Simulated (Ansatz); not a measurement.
**Competing spin states in VClO**

```xyz
6
Lattice="3.3000 0.0000 0.0000 0.0000 3.7800 0.0000 0.0000 0.0000 7.9100" Properties=species:S:1:pos:R:3 pbc="T T T"
V     0.0000    1.8900    0.9081
V     1.6500    0.0000    7.0019
Cl    1.6500    1.8900    2.5937
Cl    0.0000    0.0000    5.3163
O     1.6500    1.8900    7.5477
O     0.0000    0.0000    0.3623
```

Computed with plane-wave PAW DFT (Ansatz 0.2.0): r2SCAN, 500 eV cutoff, 7×7×3 Γ-centred mesh, fermi-dirac occupations of width 0.050 eV. The atoms are fixed and numbered as listed; spin is collinear, without spin-orbit coupling.

Different starts of the self-consistent cycle ended in different solutions. Their moments in μB:

```
state    V1     V2  other atoms together  size of the net moment a cell
    A  0.00   0.00                  0.00                           0.00
    B  1.50  -1.50                  0.00                           0.00
    C  1.53   1.53                  0.03                           4.00
```

Site moments are taken in small spheres that don't touch (radius about 0.4 of the atom's shortest bond), so those of the magnetic atoms read low, and they needn't add up to the net moment. State A was run without spin polarisation.

Task: Rank the states by energy at zero smearing.

Result: State C (parallel moments) is lowest; B (antiparallel, compensated) lies 5.3 meV above it, A (without moments) lies 398 meV above it, all counted an atom of the cell.

Task: Which states have a gap on the mesh, and what pressure does each exert on this cell?

Result: A: no gap, -4.2 GPa; B: gap 0.38 eV, 1.1 GPa; C: gap 0.29 eV, 1.1 GPa (positive in compression). Moments take up room: without them the pressure is lower, so that state wants a smaller cell.

Task: What do states C and B say about the exchange?

Result: Between C and B the moments keep their size (1.53 against 1.50 μB in the mean), so the difference mostly measures the exchange between the flipped sites: the parallel order gains 16 meV for each V atom. The nearest flipped pair stands 3.10 Å apart. Flipped pairs are linked through O; the widest V–O–V angle among the nearer links is 100°, at 3.10 Å between the metal atoms. Links near a right angle give weak superexchange that is often ferromagnetic, which fits.

Task: How much does the cell gain by forming moments?

Result: 398 meV an atom of the cell, or 1195 meV for each V atom, against state A, which has none. A run without spin would miss this and give wrong energies and forces. That state isn't the paramagnet, which keeps its moments, so this is no ordering energy.

The cell is that of a Crystallography Open Database entry, unchanged.

Caveats: only orders that fit this cell and collinear spins were tried, so the true order may need a larger cell or canted moments; atoms and cell are not relaxed, and each state would relax in its own way; semilocal functionals without U often misplace the states of 3d oxides, halides and chalcogenides; the k mesh is coarse, so differences of a few meV are uncertain where a state is a metal; one start a pattern, so a lower state of the same pattern may exist.
